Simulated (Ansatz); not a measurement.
## CeMgB in Ansatz, settings compared

input.yaml:

```yaml
crystal:
  lattice:
    - [3.526173, 6.107509, 0.0]
    - [-3.526173, 6.107509, 0.0]
    - [0.0, 0.0, 4.261203]
  atoms:
    - { symbol: B, position: [0.0, 0.0, 0.0] }
    - { symbol: B, position: [0.3333, 0.3334, 0.5] }
    - { symbol: B, position: [0.6667, 0.6666, 0.5] }
    - { symbol: Mg, position: [0.7572, 0.2428, 0.5] }
    - { symbol: Mg, position: [0.2428, 0.0, 0.5] }
    - { symbol: Mg, position: [0.0, 0.7572, 0.5] }
    - { symbol: Ce, position: [0.4224, 0.5776, 0.0] }
    - { symbol: Ce, position: [0.5776, 0.0, 0.0] }
    - { symbol: Ce, position: [0.0, 0.4224, 0.0] }
  symmetry: { tolerance: 0.0003 }
kpoints:
  mp_grid: { grid: [3, 3, 4], shift: [0, 0, 0] }
magnetization:
  spin_polarized: false
scf:
  occupations: { method: fermi_dirac }
hamiltonian:
  pseudopotentials: { kind: paw }
  xc: pbesol
basis:
  ecutwfc: 420
output:
  forces: true
  stress: true
  eigenvalues: true
```

The command:

```bash
ansatz run input.yaml --threads 1 --pin off --max-ram 2560MiB --backend cpu --events-out ev --progress --plain --runs-dir out
```

Origin of the cell: a known structure type with other elements, at an estimated volume, so it need not be a known compound.

The smearing width isn't typed, so it takes its default of 0.1 eV.

Output of this run (shortened):

```
SCF iter   1: F=—  HF=-25646.677014 eV  Δρ=9.22e-3  dr2=2.66e-1
SCF iter   2: F=—  HF=-25646.657757 eV  Δρ=4.97e-3  dr2=7.51e-2
SCF iter   3: F=—  HF=-25646.653697 eV  Δρ=2.68e-3  dr2=1.09e-2
SCF iter   4: F=—  HF=-25646.650061 eV  Δρ=6.21e-4  dr2=1.57e-3
SCF iter   5: F=—  HF=-25646.649819 eV  Δρ=3.36e-4  dr2=1.73e-4
SCF iter   6: F=—  HF=-25646.649748 eV  Δρ=1.89e-4  dr2=6.35e-5
SCF iter   7: F=—  HF=-25646.649838 eV  Δρ=4.67e-5  dr2=4.81e-6
SCF iter   8: F=—  HF=-25646.649837 eV  Δρ=1.25e-5  dr2=2.71e-7
SCF iter   9: F=-25646.649837 eV  HF=-25646.649837 eV  Δρ=4.71e-6  dr2=4.66e-8
SCF 1 converged in 9 iterations: F = -25646.649837 eV  dr2 = 4.66e-8
SCF converged after 9 iterations
Free energy (F): -25646.649837 eV
Harris-Foulkes:  -25646.649837 eV  (|F-HF|=3.79e-8)
Internal energy: -25645.943851 eV  (E = F + TS)
E sigma→0 (E₀):  -25646.296844 eV
Entropy (-TS):   -0.705985 eV (-78.443 meV/atom)
Fermi energy:    9.967254 eV
--- Per-component energies (eV) ---
  E_band       = -1048.041546
  E_kinetic    = 1457.800284
  E_local      = -6030.820849  (includes V_loc(G=0)·N_el)
  E_nonlocal   = 202.148881
  E_hartree    = 2130.435525
  E_xc         = -837.865759
  E_vxc        = -955.197347  (∫ρ·V_xc dr)
  E_paw        = -17234.631588  (= ΣΔE_a)
  E_vpaw       = 17.150108  (= ΣTr[D̂ρ^β])
  E_aug_tail   = -0.000010  (compensation charges beyond the density's cutoff)
  E_ewald      = -5333.909942
  E_core_change = 0.899606  (= ΣΔE_core)
  E_smearing   = -0.705985  (= −TS)
  Σ components = -25646.649837   (vs F -25646.649837, Δ=0.00e0)
--- Forces (eV/Å), atoms counted from 1 ---
  atom   1  B     -0.000000     0.000000     0.000000
  atom   2  B      0.000000    -0.000000     0.000000
[… 2 lines left out …]
  atom   5  Mg    -0.003555    -0.006157     0.000000
  atom   6  Mg    -0.003555     0.006157     0.000000
  atom   7  Ce    -0.309056    -0.000000     0.000000
  atom   8  Ce     0.154528     0.267650     0.000000
  atom   9  Ce     0.154528    -0.267650     0.000000
  max |Σ_I F_I| component: 1.11e-16 eV/Å
--- Stress (GPa, compression-positive) ---
       -8.019961       0.000000       0.000000
        0.000000      -8.019961       0.000000
        0.000000       0.000000      -8.872237
  P = ⅓ Tr σ = -8.3041 GPa (-83.041 kbar)
```

The same input was run again with these changes:

1. `scf.occupations.method` fermi_dirac → tetrahedron; `crystal.symmetry` { tolerance: 0.0003 } → { detect: false }; `hamiltonian.hubbard` default → { sites: [{ species: Ce, l: f, u_eff: 2.0 }], double_counting: fll }
2. `total_charge` default → -1
3. `scf.convergence.dr2_threshold` default → 0.0001
4. `scf.lower_state_search` default → standard; `scf.convergence.dr2_threshold` default → 1.0e-08

| run | end | SCF iterations | P (GPa) | max force component (eV/Å) | moment (μB) | ΔE(σ→0) (meV/atom) |
| --- | --- | --- | --- | --- | --- | --- |
| base | converged | 9 | -8.30 | 0.309 | – | 0 |
| 1 | converged | 36 | -9.31 | 0.367 | – | – |
| 2 | converged | 10 | – | 0.456 | – | – |
| 3 | converged | 6 | -8.32 | 0.310 | – | -0.04 |
| 4 | converged | 10 | -8.30 | 0.309 | – | 0.00 |

Energies are compared only where functional, datasets, charge and starting cell are the same.

Caveats of the base run: f shells without a U or exact exchange are poorly placed; no spin polarisation, so a magnetic state may lie lower; no spin-orbit coupling, though heavy elements are present; the k mesh is coarse if the cell is a metal.

Run 1: forces and stress under tetrahedra may miss the slope of the energy.
Run 2: charged cell with a uniform background, whose pressure depends on convention.
Run 3: the SCF threshold is loose for forces; the printed levels are not confirmed.

The base run took 8.3 s on 1 thread of Intel(R) Xeon(R) Platinum 8375C CPU @ 2.90GHz (Ice Lake), on a shared host, peak memory 0.49 GiB, from the program's own first density.
